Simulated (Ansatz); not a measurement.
BN:
```
CELL_PARAMETERS angstrom
      2.55408     0.00000     0.00000
     -1.27704     2.21190     0.00000
      0.00000     0.00000     4.22392
ATOMIC_POSITIONS crystal
  B  0.66667 0.33333 0.99982
  B  0.33333 0.66667 0.49982
  N  0.66667 0.33333 0.62518
  N  0.33333 0.66667 0.12518
```

Relaxed with PBE. Special points in fractions of this cell's reciprocal vectors: Γ (0.000, 0.000, 0.000); M (0.500, 0.000, 0.000); K (0.333, 0.333, 0.000); A (0.000, 0.000, 0.500); L (0.500, 0.000, 0.500); H (0.333, 0.333, 0.500).

List the band energies nearest the valence-band maximum at these points for PBE (plane waves, PAW; program Ansatz).

In eV from the valence-band maximum; about four levels below and three above (degenerate sets whole), none deeper than 8.9 eV; points with the same levels are listed once.

```csv
k,below,above
Γ,-2.10 -2.10 -0.26 0.00 0.00,8.34 8.34 8.55
M,-6.85 -4.94 -4.36 -2.09,6.68 7.95 10.57
K,-7.16 -7.16 -5.38 -5.37 -5.37,5.22 13.37 13.37
A,-1.17 -1.17 -1.17 -1.17,9.40 9.40 9.89 9.89 9.89 9.89
L,-3.73 -3.73 -3.54 -3.54,6.56 6.56 9.98 9.98
H,-7.65 -7.65 -3.00 -3.00,9.26 9.26 10.16 10.16
```

Space group P6_3mc (wurtzite). The PBE relaxation kept the symmetry of its start.

Potentials: the earlier of the program's two PAW sets.
